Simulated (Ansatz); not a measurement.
A relaxation computed with Ansatz, from input to last step.

```yaml
crystal:
  lattice:
    - [7.403132, 0.010108, -0.134687]
    - [0.010108, 7.090215, -0.049913]
    - [-0.134687, -0.049913, 7.029778]
  atoms:
    - { symbol: Ti, position: [0.8409758391, 0.9809998122, 0.3431820918] }
    - { symbol: Ti, position: [0.5045938688, 0.8839215655, 0.5728455906] }
    - { symbol: Ti, position: [0.3976785421, 0.2018720503, 0.854249587] }
    - { symbol: Ti, position: [0.990622776, 0.3914800192, 0.3890362846] }
    - { symbol: Ti, position: [0.6297107334, 0.2564351288, 0.1582187076] }
    - { symbol: Ti, position: [0.2696975416, 0.4866198396, 0.1290630352] }
    - { symbol: Ti, position: [0.3529153137, 0.4581449586, 0.5458190059] }
    - { symbol: Ti, position: [0.9587408341, 0.7224037853, 0.0707460552] }
    - { symbol: Ti, position: [0.6926406031, 0.266140974, 0.5747661632] }
    - { symbol: Ti, position: [0.7415014998, 0.9902711553, 0.8705412185] }
    - { symbol: Ti, position: [0.8539466685, 0.6916929967, 0.6184999017] }
    - { symbol: Ti, position: [0.2936272652, 0.1567302768, 0.35594649] }
    - { symbol: Ti, position: [0.4265482364, 0.8769330934, 0.0925312493] }
    - { symbol: Ti, position: [0.0736317992, 0.0536088494, 0.6340720753] }
    - { symbol: Ti, position: [0.591067368, 0.5597464311, 0.8885763691] }
    - { symbol: Ti, position: [0.2138537357, 0.6971319944, 0.7956096392] }
    - { symbol: Al, position: [0.9957386774, 0.3956951025, 0.8203922455] }
    - { symbol: Al, position: [0.1920542174, 0.766596896, 0.3931231642] }
    - { symbol: Al, position: [0.6486025322, 0.6216209107, 0.2967279444] }
    - { symbol: Al, position: [0.0765223658, 0.1045286752, 0.0477552609] }
  symmetry: { detect: false }
basis:
  ecutwfc: 420
kpoints:
  mp_grid: { grid: [2, 2, 2], shift: [0.5, 0.5, 0.5] }
hamiltonian:
  xc: pbe
scf:
  occupations: { method: gaussian, width: 0.1 }
  lower_state_search: "off"
output:
  forces: true
  stress: true
  eigenvalues: true
relax:
  adjacent_minimum: "off"
  f_tol: 0.04
  max_steps: 70
  cell: { stress_tol: 0.3 }
```

```bash
ansatz run input.yaml --threads 2 --pin off --max-ram 5120MiB --backend cpu --events-out ev --progress --plain --runs-dir out
```

These are results of DFT PBE, scalar-relativistic, plane waves, PAW (Ansatz), not measurements.

Of 12 frames 10 are shown, positions in Å and forces in eV/Å; the SCF threshold varies from step to step. Steps run on the plane waves of an earlier cell, with a Pulay correction in the pressure. The basis is chosen afresh for the last frame, the zero of the energies, and can be on the way; energy and pressure step there, also at an unchanged geometry. The mark taken_back stands on steps that the optimiser undid.

```xyz
20
Lattice="7.4031 0.0101 -0.1347 0.0101 7.0902 -0.0499 -0.1347 -0.0499 7.0298" Properties=species:S:1:pos:R:3:forces:R:3 pbc="T T T" step=1 free_energy_over_end_meV_per_atom=81.63 pressure_GPa=-5.92
Ti    6.1895    6.9469    2.2503   -0.3710    0.4960   -0.2870
Ti    3.6674    6.2437    3.9149    0.1070    0.2990    0.4400
Ti    2.8311    1.3927    5.9415    0.0230   -0.1000   -0.5650
Ti    7.2853    2.7663    2.5819    0.1090   -0.0860   -0.3380
Ti    4.6431    1.8166    1.0146    0.1540   -0.1510    0.2010
Ti    1.9841    3.4465    0.8467    0.6130   -0.4890   -0.4080
Ti    2.5438    3.2247    3.7666    0.4450    0.2210    0.3860
Ti    7.0955    5.1282    0.3321   -0.1500   -0.5460   -0.2350
Ti    5.0530    1.8653    3.9339   -0.3390    0.0790    0.2230
Ti    5.3822    6.9853    5.9704   -0.0630   -0.0900    0.0020
Ti    6.2456    4.8820    4.1984    0.0290    0.3620   -0.0210
Ti    2.1274    1.0965    2.4549    0.6030   -0.5090   -0.4800
Ti    3.1542    6.2173    0.5493   -0.1000    0.1090    0.1700
Ti    0.4602    0.3492    4.4448    0.0550   -0.0980    0.8480
Ti    4.2617    3.9303    6.1389    0.0590    0.0630   -0.4510
Ti    1.4831    4.9053    5.5294    0.5710    0.9420    0.2110
Al    7.2651    2.7747    5.6133   -0.3940   -0.3700    0.1900
Al    1.3766    5.4177    2.6994   -1.0360    0.3280   -0.0060
Al    4.7680    4.3992    1.9675   -0.0540   -0.3070    0.0440
Al    0.5611    0.7395    0.3202   -0.2620   -0.1540    0.0740
20
Lattice="7.1112 -0.0709 -0.0680 -0.0671 6.9263 0.0017 -0.0681 0.0028 6.8917" Properties=species:S:1:pos:R:3:forces:R:3 pbc="T T T" step=2 free_energy_over_end_meV_per_atom=18.27 pressure_GPa=1.45
Ti    5.8509    6.7876    2.2869   -0.2740    0.0700   -0.0100
Ti    3.4881    6.1197    3.9579    0.0020    0.1280   -0.0430
Ti    2.7590    1.3520    5.7932   -0.0760   -0.0320   -0.0920
Ti    7.0076    2.6294    2.5677    0.0040   -0.1030   -0.1650
Ti    4.4674    1.7171    1.0532    0.4640    0.1000   -0.2540
Ti    1.9533    3.2983    0.8256    0.1200   -0.1570   -0.1420
Ti    2.4823    3.1799    3.7607   -0.0010    0.3840   -0.0190
Ti    6.7342    4.8630    0.4006   -0.1770   -0.2210   -0.1230
Ti    4.8265    1.8063    3.9413   -0.0270    0.0630   -0.0150
Ti    5.1429    6.7984    5.9612   -0.0780   -0.0860    0.1330
Ti    5.9976    4.7732    4.2005   -0.0420   -0.0210   -0.0210
Ti    2.1279    1.0276    2.4055    0.0760   -0.1470    0.0640
Ti    2.9663    6.0554    0.6358    0.0340   -0.0170    0.3260
Ti    0.4749    0.3601    4.4524    0.0750   -0.0580    0.1280
Ti    4.1212    3.8492    6.0333    0.3410    0.0760   -0.1530
Ti    1.4801    4.9206    5.4911    0.2580    0.2700    0.0380
Al    6.9565    2.6496    5.6084   -0.2530   -0.1400    0.1830
Al    1.1734    5.3214    2.6951   -0.3280    0.0250   -0.1350
Al    4.5365    4.2256    2.0121   -0.1100   -0.0740    0.0850
Al    0.5084    0.6901    0.3436   -0.0100   -0.0600    0.2160
20
Lattice="7.0693 -0.1454 -0.0536 -0.1378 6.9653 0.0529 -0.0527 0.0548 6.9225" Properties=species:S:1:pos:R:3:forces:R:3 pbc="T T T" step=3 free_energy_over_end_meV_per_atom=5.77 pressure_GPa=0.54
Ti    5.6913    6.7816    2.3708    0.0590    0.0720    0.0070
Ti    3.4079    6.1707    4.0065   -0.1010    0.0130    0.0220
Ti    2.7427    1.3746    5.8218   -0.0040   -0.0370   -0.0060
Ti    6.9532    2.5614    2.5733    0.0020   -0.0930    0.0590
Ti    4.5397    1.7172    0.9965    0.0970   -0.0220   -0.1410
Ti    1.9438    3.2801    0.8246   -0.0980    0.0050   -0.0010
Ti    2.4303    3.2689    3.8094   -0.0790    0.1110    0.0210
Ti    6.6073    4.7724    0.4336    0.0000   -0.0870   -0.1510
Ti    4.7581    1.8144    3.9585    0.0360    0.0710    0.0550
Ti    5.0417    6.7933    6.0493   -0.0470   -0.0940   -0.0070
Ti    5.9241    4.7473    4.2582   -0.0300   -0.0260    0.1030
Ti    2.1567    1.0585    2.4514    0.0600   -0.0430    0.0900
Ti    2.9051    6.0736    0.7747    0.0920    0.0240    0.0720
Ti    0.4735    0.3816    4.5007   -0.0180   -0.0010   -0.0380
Ti    4.1207    3.9020    6.0700   -0.0310    0.0160    0.0170
Ti    1.4659    5.0136    5.5815    0.1070    0.1010   -0.0660
Al    6.8463    2.5959    5.7143   -0.0720   -0.0030    0.0730
Al    1.0444    5.3807    2.7301   -0.0020    0.0870   -0.1010
Al    4.4513    4.1848    2.0812   -0.0320   -0.0270   -0.0620
Al    0.4994    0.6549    0.4057    0.0580   -0.0660    0.0530
20
Lattice="7.0835 -0.1706 -0.0527 -0.1617 6.9988 0.0705 -0.0523 0.0723 6.9002" Properties=species:S:1:pos:R:3:forces:R:3 pbc="T T T" step=5 free_energy_over_end_meV_per_atom=2.21 pressure_GPa=-0.03
Ti    5.6610    6.8155    2.3853    0.0070    0.0230    0.0210
Ti    3.3720    6.1809    3.9833    0.0150    0.0170    0.0240
Ti    2.7482    1.3615    5.8070    0.0380    0.0350    0.0200
Ti    6.9672    2.5004    2.5970    0.0330    0.0000   -0.0190
Ti    4.6725    1.7100    0.8628    0.0220   -0.0560   -0.0040
Ti    1.8826    3.2930    0.8158   -0.0180    0.0350   -0.0530
Ti    2.3586    3.3464    3.8581   -0.0030   -0.0660   -0.0120
Ti    6.5326    4.7162    0.4259   -0.0610   -0.0380    0.0770
Ti    4.7428    1.8451    3.9848    0.0000   -0.0170   -0.0190
Ti    5.0363    6.7593    6.0034   -0.0620   -0.0130    0.0000
Ti    5.9338    4.7322    4.2545    0.0590    0.0600   -0.0790
Ti    2.2444    1.1152    2.4942    0.0130    0.0480    0.0610
Ti    2.9950    6.1172    0.8586    0.0430   -0.0260   -0.0380
Ti    0.4452    0.4115    4.4598   -0.0430    0.0100   -0.0420
Ti    4.0553    3.9896    6.0575   -0.0740    0.0420    0.0090
Ti    1.4472    5.1488    5.6177    0.0260   -0.0190    0.0220
Al    6.8477    2.5803    5.7331    0.0270    0.0100   -0.0190
Al    0.9952    5.4665    2.6704    0.0030   -0.0510    0.0020
Al    4.4103    4.1166    2.0982   -0.0190   -0.0380    0.0160
Al    0.5597    0.5688    0.4295   -0.0090    0.0450    0.0330
20
Lattice="7.0602 -0.1832 -0.0459 -0.1741 6.9899 0.0515 -0.0445 0.0541 6.9459" Properties=species:S:1:pos:R:3:forces:R:3 pbc="T T T" step=6 free_energy_over_end_meV_per_atom=1.40 pressure_GPa=-0.34
Ti    5.6329    6.7797    2.3844    0.0330    0.0990    0.0590
Ti    3.3540    6.1397    3.9981   -0.0820   -0.0220   -0.0440
Ti    2.7590    1.3151    5.8671    0.0500    0.0520    0.0660
Ti    6.9480    2.4643    2.6166    0.0190   -0.1650   -0.1030
Ti    4.8129    1.6761    0.7618   -0.0740    0.0970   -0.0500
Ti    1.7989    3.3067    0.7721    0.0550   -0.0080    0.0490
Ti    2.2865    3.3181    3.9723    0.0570    0.0240   -0.0880
Ti    6.4302    4.6640    0.4956    0.0620   -0.0620   -0.0740
Ti    4.7197    1.8036    4.0255    0.0040    0.0190    0.0270
Ti    5.0166    6.6660    6.0053   -0.0770    0.0560   -0.0710
Ti    5.9244    4.7062    4.2300   -0.0390    0.0440    0.0190
Ti    2.2943    1.1507    2.5017   -0.0310   -0.0140    0.0100
Ti    3.0440    6.1158    0.8788    0.0000   -0.0350    0.0440
Ti    0.4370    0.4362    4.4517    0.0160   -0.0720   -0.0570
Ti    3.9927    4.0032    6.1051   -0.0060   -0.0070    0.0210
Ti    1.4131    5.2232    5.6943    0.0460   -0.0040    0.0800
Al    6.8608    2.5796    5.7171   -0.0130    0.0560    0.0160
Al    1.0031    5.4544    2.6660   -0.0010    0.0240   -0.0330
Al    4.3199    3.9985    2.1410   -0.1410   -0.0820    0.0180
Al    0.5520    0.5744    0.4173    0.1230    0.0030    0.1110
20
Lattice="7.0588 -0.1805 -0.0502 -0.1715 6.9740 0.0496 -0.0486 0.0523 6.9437" Properties=species:S:1:pos:R:3:forces:R:3 pbc="T T T" step=7 free_energy_over_end_meV_per_atom=0.44 pressure_GPa=-0.05
Ti    5.6278    6.7799    2.3817    0.0390    0.0190    0.0470
Ti    3.3381    6.1182    3.9902   -0.0360   -0.0020   -0.0540
Ti    2.7581    1.3243    5.8727   -0.0110   -0.0120    0.0030
Ti    6.9480    2.4277    2.5945   -0.0070   -0.0250   -0.0830
Ti    4.8286    1.6829    0.7308   -0.0090    0.0570   -0.0380
Ti    1.8002    3.3009    0.7765    0.0170   -0.0380    0.0160
Ti    2.2748    3.3183    3.9703    0.0070   -0.0010   -0.0090
Ti    6.4093    4.6407    0.4916    0.0200    0.0170   -0.0510
Ti    4.7182    1.8080    4.0331   -0.0090   -0.0100    0.0310
Ti    5.0086    6.6526    5.9828   -0.0060    0.0270   -0.0060
Ti    5.9230    4.6993    4.2106   -0.0150   -0.0170    0.0340
Ti    2.3086    1.1513    2.5112   -0.0270    0.0130   -0.0340
Ti    3.0690    6.1045    0.8871   -0.0280    0.0250    0.0330
Ti    0.4375    0.4263    4.4445    0.0400   -0.0260    0.0120
Ti    3.9778    4.0116    6.0961    0.0310   -0.0460    0.0260
Ti    1.4128    5.2190    5.7128    0.0260    0.0280    0.0580
Al    6.8714    2.5791    5.7059   -0.0060    0.0140    0.0040
Al    0.9983    5.4424    2.6444   -0.0170    0.0380   -0.0170
Al    4.2940    3.9652    2.1443   -0.0370   -0.0430    0.0080
Al    0.5699    0.5669    0.4336    0.0290   -0.0190    0.0210
20
Lattice="7.0541 -0.1721 -0.0479 -0.1635 6.9652 0.0469 -0.0463 0.0495 6.9492" Properties=species:S:1:pos:R:3:forces:R:3 pbc="T T T" step=8 free_energy_over_end_meV_per_atom=0.13 pressure_GPa=0.00
Ti    5.6331    6.7880    2.4060   -0.0240    0.0360   -0.0740
Ti    3.3210    6.0941    3.9675    0.0090    0.0270    0.0470
Ti    2.7518    1.3108    5.8745   -0.0180    0.0050    0.0090
Ti    6.9352    2.4191    2.5620   -0.0170   -0.0400   -0.0010
Ti    4.8637    1.7037    0.6804    0.0250   -0.0100    0.0830
Ti    1.8085    3.2886    0.7795   -0.0260    0.0220   -0.0030
Ti    2.2538    3.3294    3.9866   -0.0470   -0.0090    0.0280
Ti    6.3832    4.6393    0.4831    0.0220   -0.0160    0.0110
Ti    4.7094    1.8124    4.0632    0.0490   -0.0070   -0.0550
Ti    5.0031    6.6428    5.9712   -0.0390   -0.0380   -0.0320
Ti    5.9299    4.6945    4.2178    0.0510   -0.0560   -0.0110
Ti    2.3101    1.1656    2.5175    0.0360   -0.0110    0.0000
Ti    3.1079    6.1206    0.9196   -0.0150    0.0210   -0.0040
Ti    0.4472    0.4055    4.4537    0.0300    0.0780   -0.0220
Ti    3.9803    4.0047    6.1028   -0.0450    0.0510   -0.0230
Ti    1.4429    5.2498    5.7729    0.0250   -0.0230   -0.0400
Al    6.9014    2.5885    5.6991   -0.0050   -0.0050   -0.0030
Al    0.9884    5.4432    2.6098    0.0140    0.0080    0.0390
Al    4.2834    3.9332    2.1550   -0.0210   -0.0450    0.0290
Al    0.5752    0.5560    0.4399   -0.0040    0.0140    0.0220
20
Lattice="7.0510 -0.1590 -0.0429 -0.1510 6.9488 0.0488 -0.0413 0.0515 6.9636" Properties=species:S:1:pos:R:3:forces:R:3 pbc="T T T" step=10 free_energy_over_end_meV_per_atom=-0.05 pressure_GPa=0.05 taken_back
Ti    5.6443    6.7809    2.4049   -0.0100   -0.0160    0.0310
Ti    3.3394    6.1003    3.9928   -0.0030   -0.0210   -0.0360
Ti    2.7596    1.3196    5.8971    0.0070    0.0030    0.0080
Ti    6.9360    2.4163    2.5541    0.0090    0.0240   -0.0180
Ti    4.8494    1.7082    0.7102    0.0250   -0.0700   -0.0660
Ti    1.8096    3.2962    0.7766   -0.0110   -0.0140   -0.0080
Ti    2.2434    3.3097    4.0079    0.0050   -0.0010    0.0190
Ti    6.3899    4.6381    0.5040   -0.0100    0.0190    0.0150
Ti    4.7287    1.8128    4.0683   -0.0250    0.0050    0.0330
Ti    5.0234    6.6381    5.9878    0.0310    0.0000   -0.0090
Ti    5.9551    4.6826    4.2240   -0.0370    0.0440    0.0000
Ti    2.3292    1.1706    2.5065   -0.0360    0.0270    0.0040
Ti    3.1105    6.1065    0.9147    0.0260    0.0090    0.0010
Ti    0.4640    0.4325    4.4494   -0.0060   -0.0370    0.0070
Ti    3.9870    4.0116    6.1086    0.0160   -0.0020    0.0010
Ti    1.4505    5.2397    5.7755    0.0040    0.0050    0.0570
Al    6.8931    2.5946    5.7335    0.0170   -0.0110    0.0060
Al    1.0135    5.4361    2.6306   -0.0140   -0.0040   -0.0180
Al    4.2702    3.9217    2.1808    0.0250    0.0560    0.0070
Al    0.5779    0.5587    0.4459   -0.0130   -0.0160   -0.0360
20
Lattice="7.0433 -0.1626 -0.0399 -0.1545 6.9443 0.0440 -0.0380 0.0468 6.9800" Properties=species:S:1:pos:R:3:forces:R:3 pbc="T T T" step=11 free_energy_over_end_meV_per_atom=-0.22 pressure_GPa=-0.04
Ti    5.6327    6.7730    2.4139    0.0020    0.0110    0.0180
Ti    3.3255    6.0826    3.9931   -0.0060    0.0120    0.0150
Ti    2.7605    1.3141    5.9152   -0.0100   -0.0020    0.0000
Ti    6.9246    2.4115    2.5626    0.0070   -0.0270   -0.0090
Ti    4.8735    1.7086    0.6908   -0.0150   -0.0050   -0.0050
Ti    1.7978    3.2917    0.7767   -0.0020   -0.0250    0.0020
Ti    2.2303    3.3070    4.0242   -0.0100   -0.0080    0.0220
Ti    6.3658    4.6275    0.5071    0.0060   -0.0130    0.0030
Ti    4.7166    1.8077    4.0836   -0.0030   -0.0080   -0.0080
Ti    5.0168    6.6232    5.9931   -0.0060    0.0020   -0.0240
Ti    5.9510    4.6791    4.2342   -0.0140   -0.0110   -0.0020
Ti    2.3212    1.1683    2.5102    0.0240    0.0330   -0.0110
Ti    3.1223    6.1087    0.9223   -0.0090    0.0210    0.0000
Ti    0.4721    0.4193    4.4602    0.0140    0.0010   -0.0180
Ti    3.9811    4.0020    6.1216    0.0000    0.0110    0.0130
Ti    1.4566    5.2427    5.8129    0.0000   -0.0030    0.0080
Al    6.8980    2.5867    5.7370    0.0040    0.0020    0.0010
Al    1.0055    5.4305    2.6172    0.0120    0.0000    0.0050
Al    4.2597    3.9098    2.1925    0.0040   -0.0070   -0.0120
Al    0.5757    0.5518    0.4409    0.0030    0.0160    0.0020
20
Lattice="7.0433 -0.1626 -0.0399 -0.1545 6.9443 0.0440 -0.0380 0.0468 6.9800" Properties=species:S:1:pos:R:3:forces:R:3 pbc="T T T" step=12 free_energy_over_end_meV_per_atom=0.00 pressure_GPa=-0.04
Ti    5.6327    6.7730    2.4139    0.0020    0.0110    0.0180
Ti    3.3255    6.0826    3.9931   -0.0060    0.0120    0.0140
Ti    2.7605    1.3141    5.9152   -0.0110   -0.0020    0.0000
Ti    6.9246    2.4115    2.5626    0.0070   -0.0270   -0.0090
Ti    4.8735    1.7086    0.6908   -0.0150   -0.0050   -0.0050
Ti    1.7978    3.2917    0.7767   -0.0020   -0.0250    0.0020
Ti    2.2303    3.3070    4.0242   -0.0100   -0.0080    0.0220
Ti    6.3658    4.6275    0.5071    0.0060   -0.0130    0.0030
Ti    4.7166    1.8077    4.0836   -0.0030   -0.0080   -0.0080
Ti    5.0168    6.6232    5.9931   -0.0050    0.0020   -0.0240
Ti    5.9510    4.6791    4.2342   -0.0140   -0.0110   -0.0020
Ti    2.3212    1.1683    2.5102    0.0240    0.0330   -0.0110
Ti    3.1223    6.1087    0.9223   -0.0090    0.0210    0.0010
Ti    0.4721    0.4193    4.4602    0.0140    0.0010   -0.0180
Ti    3.9811    4.0020    6.1216    0.0000    0.0110    0.0130
Ti    1.4566    5.2427    5.8129    0.0000   -0.0030    0.0080
Al    6.8980    2.5867    5.7370    0.0040    0.0020    0.0010
Al    1.0055    5.4305    2.6172    0.0120    0.0000    0.0040
Al    4.2597    3.9098    2.1925    0.0040   -0.0070   -0.0120
Al    0.5757    0.5518    0.4409    0.0030    0.0160    0.0020
```

Time: 3.6 min on 2 threads of Intel(R) Xeon(R) Processor @ 2.70GHz (shared host), peak memory 0.82 GiB.

The k mesh is coarse.